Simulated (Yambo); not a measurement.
Absorption of K₂LiAlF₆ (space group Fm-3m, No. 225) with and without the electron-hole interaction (Yambo, PBEsol bands; 4×4×4 mesh, 18 valence and 6 conduction bands, static screening with 80 bands and a 3 Ry block, scissor 4.20 eV, Tamm-Dancoff; field along x).

```json
[
 {"E (eV)": "8.95", "Im ε, BSE": "0.08", "Im ε, independent quasiparticles": "0.01"},
 {"E (eV)": "9.05", "Im ε, BSE": "0.09", "Im ε, independent quasiparticles": "0.01"},
 {"E (eV)": "9.15", "Im ε, BSE": "0.11", "Im ε, independent quasiparticles": "0.01"},
 {"E (eV)": "9.25", "Im ε, BSE": "0.13", "Im ε, independent quasiparticles": "0.01"},
 {"E (eV)": "9.35", "Im ε, BSE": "0.15", "Im ε, independent quasiparticles": "0.01"},
 {"E (eV)": "9.45", "Im ε, BSE": "0.18", "Im ε, independent quasiparticles": "0.01"},
 {"E (eV)": "9.55", "Im ε, BSE": "0.22", "Im ε, independent quasiparticles": "0.01"},
 {"E (eV)": "9.65", "Im ε, BSE": "0.28", "Im ε, independent quasiparticles": "0.01"},
 {"E (eV)": "9.75", "Im ε, BSE": "0.37", "Im ε, independent quasiparticles": "0.01"},
 {"E (eV)": "9.85", "Im ε, BSE": "0.51", "Im ε, independent quasiparticles": "0.01"},
 {"E (eV)": "9.95", "Im ε, BSE": "0.74", "Im ε, independent quasiparticles": "0.01"},
 {"E (eV)": "10.05", "Im ε, BSE": "1.17", "Im ε, independent quasiparticles": "0.01"},
 {"E (eV)": "10.15", "Im ε, BSE": "2.04", "Im ε, independent quasiparticles": "0.02"},
 {"E (eV)": "10.25", "Im ε, BSE": "3.89", "Im ε, independent quasiparticles": "0.02"},
 {"E (eV)": "10.35", "Im ε, BSE": "6.16", "Im ε, independent quasiparticles": "0.02"},
 {"E (eV)": "10.45", "Im ε, BSE": "4.80", "Im ε, independent quasiparticles": "0.02"},
 {"E (eV)": "10.55", "Im ε, BSE": "2.56", "Im ε, independent quasiparticles": "0.02"},
 {"E (eV)": "10.65", "Im ε, BSE": "1.45", "Im ε, independent quasiparticles": "0.02"},
 {"E (eV)": "10.75", "Im ε, BSE": "0.95", "Im ε, independent quasiparticles": "0.02"},
 {"E (eV)": "10.85", "Im ε, BSE": "0.72", "Im ε, independent quasiparticles": "0.02"},
 {"E (eV)": "10.95", "Im ε, BSE": "0.64", "Im ε, independent quasiparticles": "0.03"},
 {"E (eV)": "11.05", "Im ε, BSE": "0.71", "Im ε, independent quasiparticles": "0.03"},
 {"E (eV)": "11.15", "Im ε, BSE": "0.99", "Im ε, independent quasiparticles": "0.03"},
 {"E (eV)": "11.25", "Im ε, BSE": "1.39", "Im ε, independent quasiparticles": "0.03"},
 {"E (eV)": "11.35", "Im ε, BSE": "1.14", "Im ε, independent quasiparticles": "0.04"},
 {"E (eV)": "11.45", "Im ε, BSE": "0.71", "Im ε, independent quasiparticles": "0.04"},
 {"E (eV)": "11.55", "Im ε, BSE": "0.51", "Im ε, independent quasiparticles": "0.05"},
 {"E (eV)": "11.65", "Im ε, BSE": "0.45", "Im ε, independent quasiparticles": "0.07"},
 {"E (eV)": "11.75", "Im ε, BSE": "0.50", "Im ε, independent quasiparticles": "0.09"},
 {"E (eV)": "11.85", "Im ε, BSE": "0.64", "Im ε, independent quasiparticles": "0.14"},
 {"E (eV)": "11.95", "Im ε, BSE": "0.91", "Im ε, independent quasiparticles": "0.19"},
 {"E (eV)": "12.05", "Im ε, BSE": "1.18", "Im ε, independent quasiparticles": "0.17"},
 {"E (eV)": "12.15", "Im ε, BSE": "1.23", "Im ε, independent quasiparticles": "0.15"},
 {"E (eV)": "12.25", "Im ε, BSE": "1.38", "Im ε, independent quasiparticles": "0.16"},
 {"E (eV)": "12.35", "Im ε, BSE": "1.62", "Im ε, independent quasiparticles": "0.21"},
 {"E (eV)": "12.45", "Im ε, BSE": "1.54", "Im ε, independent quasiparticles": "0.28"},
 {"E (eV)": "12.55", "Im ε, BSE": "1.33", "Im ε, independent quasiparticles": "0.44"},
 {"E (eV)": "12.65", "Im ε, BSE": "1.11", "Im ε, independent quasiparticles": "0.73"},
 {"E (eV)": "12.75", "Im ε, BSE": "1.18", "Im ε, independent quasiparticles": "0.78"},
 {"E (eV)": "12.85", "Im ε, BSE": "1.07", "Im ε, independent quasiparticles": "0.63"},
 {"E (eV)": "12.95", "Im ε, BSE": "0.85", "Im ε, independent quasiparticles": "0.68"},
 {"E (eV)": "13.05", "Im ε, BSE": "0.90", "Im ε, independent quasiparticles": "0.73"},
 {"E (eV)": "13.15", "Im ε, BSE": "0.93", "Im ε, independent quasiparticles": "0.58"},
 {"E (eV)": "13.25", "Im ε, BSE": "0.81", "Im ε, independent quasiparticles": "0.50"},
 {"E (eV)": "13.35", "Im ε, BSE": "0.70", "Im ε, independent quasiparticles": "0.51"},
 {"E (eV)": "13.45", "Im ε, BSE": "0.59", "Im ε, independent quasiparticles": "0.50"},
 {"E (eV)": "13.55", "Im ε, BSE": "0.52", "Im ε, independent quasiparticles": "0.52"},
 {"E (eV)": "13.65", "Im ε, BSE": "0.49", "Im ε, independent quasiparticles": "0.66"},
 {"E (eV)": "13.75", "Im ε, BSE": "0.50", "Im ε, independent quasiparticles": "0.79"},
 {"E (eV)": "13.85", "Im ε, BSE": "0.45", "Im ε, independent quasiparticles": "0.99"},
 {"E (eV)": "13.95", "Im ε, BSE": "0.47", "Im ε, independent quasiparticles": "1.14"},
 {"E (eV)": "14.05", "Im ε, BSE": "0.44", "Im ε, independent quasiparticles": "1.09"},
 {"E (eV)": "14.15", "Im ε, BSE": "0.41", "Im ε, independent quasiparticles": "1.16"},
 {"E (eV)": "14.25", "Im ε, BSE": "0.37", "Im ε, independent quasiparticles": "1.32"},
 {"E (eV)": "14.35", "Im ε, BSE": "0.31", "Im ε, independent quasiparticles": "1.30"},
 {"E (eV)": "14.45", "Im ε, BSE": "0.30", "Im ε, independent quasiparticles": "1.12"},
 {"E (eV)": "14.55", "Im ε, BSE": "0.28", "Im ε, independent quasiparticles": "1.02"},
 {"E (eV)": "14.65", "Im ε, BSE": "0.27", "Im ε, independent quasiparticles": "1.09"},
 {"E (eV)": "14.75", "Im ε, BSE": "0.27", "Im ε, independent quasiparticles": "1.12"},
 {"E (eV)": "14.85", "Im ε, BSE": "0.24", "Im ε, independent quasiparticles": "1.23"},
 {"E (eV)": "14.95", "Im ε, BSE": "0.25", "Im ε, independent quasiparticles": "1.63"},
 {"E (eV)": "15.05", "Im ε, BSE": "0.23", "Im ε, independent quasiparticles": "2.02"},
 {"E (eV)": "15.15", "Im ε, BSE": "0.21", "Im ε, independent quasiparticles": "2.03"},
 {"E (eV)": "15.25", "Im ε, BSE": "0.21", "Im ε, independent quasiparticles": "2.02"},
 {"E (eV)": "15.35", "Im ε, BSE": "0.19", "Im ε, independent quasiparticles": "1.97"},
 {"E (eV)": "15.45", "Im ε, BSE": "0.20", "Im ε, independent quasiparticles": "1.83"},
 {"E (eV)": "15.55", "Im ε, BSE": "0.19", "Im ε, independent quasiparticles": "1.88"},
 {"E (eV)": "15.65", "Im ε, BSE": "0.18", "Im ε, independent quasiparticles": "1.98"},
 {"E (eV)": "15.75", "Im ε, BSE": "0.19", "Im ε, independent quasiparticles": "2.07"},
 {"E (eV)": "15.85", "Im ε, BSE": "0.16", "Im ε, independent quasiparticles": "2.15"}
]
```

The scissor comes from a G0W0 run whose convergence isn't established. Broadening 0.15 eV. The band window holds all transitions up to 16.1 eV. Fine structure above the onset can come from the mesh.

Geometry of the Materials Project entry, not relaxed at this level; primitive cell a = 5.6418 Å, b = 5.6418 Å, c = 5.6418 Å, α = 60.00°, β = 60.00°, γ = 60.00°.
